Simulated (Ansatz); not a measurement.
Space group I4/mmm (No. 139). a = 3.502 Å, b = 3.502 Å, c = 10.329 Å, α = 90.00°, β = 90.00°, γ = 90.00°
| atom | site | symmetry | x | y | z |
| --- | --- | --- | --- | --- | --- |
| Y | 2b | 4/mmm | 0.5000 | 0.5000 | 0.0000 |
| Ni | 4d | -4m2 | 0.0000 | 0.5000 | 0.2500 |
| B | 4e | 4mm | 0.0000 | 0.0000 | 0.1445 |
| C | 2a | 4/mmm | 0.0000 | 0.0000 | 0.0000 |

Equation of state of this YNi$_{2}$B$_{2}$C structure (not necessarily the ground state), with shape and atoms relaxed at each volume where symmetry leaves them free. It has no gap at any of these volumes. All numbers below come from Ansatz 0.2.0, DFT PBEsol, scalar-relativistic, plane waves, PAW.

Settings: cutoff 420 eV, Γ-centred mesh 14×14×14 on the computed 6-atom cell, Gaussian smearing of 0.10 eV; no spin polarisation.

| V (Å³/atom) | E − E(largest V) (meV/atom) | P (GPa) |
| --- | --- | --- |
| 9.288 | 61.80 | 33.37 |
| 9.605 | 6.47 | 22.95 |
| 9.922 | -29.80 | 14.06 |
| 10.238 | -49.82 | 6.47 |
| 10.555 | -55.95 | -0.03 |
| 10.871 | -50.22 | -5.58 |
| 11.188 | -34.36 | -10.30 |
| 11.610 | 0.00 | -15.53 |

Problem. Fit a third-order Birch–Murnaghan equation to E(V).

Solution. V0 = 10.55 Å³/atom, B0 = 200 GPa, B0' = 4.2.

Spin polarisation was left out, and a magnetic state may lie lower.